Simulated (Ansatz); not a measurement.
K:
```xyz
1
Lattice="0.0000 3.1798 3.1798 3.1798 0.0000 3.1798 3.1798 3.1798 0.0000" Properties=species:S:1:pos:R:3 pbc="T T T"
K      0.0000     0.0000     0.0000
```

Relaxed with LDA. Special points in fractions of this cell's reciprocal vectors: Γ (0.000, 0.000, 0.000); X (0.500, 0.000, 0.500); U (0.625, 0.250, 0.625); K (0.375, 0.375, 0.750); L (0.500, 0.500, 0.500); W (0.500, 0.250, 0.750).

Task: List the band energies nearest the Fermi level at these points for DFT-LDA in the program Ansatz with PAW potentials.

Result: In eV from the Fermi level; about four levels below and three above (degenerate sets whole), none deeper than 8.9 eV; points with the same levels are listed once.

| k | below | above |
|---|---|---|
| Γ | -2.39 | 4.18 4.18 4.18 |
| X | – | 0.83 1.54 2.23 |
| U | – | 1.20 1.67 1.67 |
| L | – | 0.25 0.64 3.97 3.97 |
| W | – | 1.40 1.79 1.79 |

Space group Fm-3m (fcc (Cu type)). The workflow started from a Materials Project entry (that database holds measured and hypothetical structures alike); the Crystallography Open Database copy checked does not list it. It is not the phase usual at ambient conditions (space group No. 229). Symmetry was held in the LDA relaxation; whether a distortion lowers the energy is not shown.

Potentials: the later of the program's two PAW sets.
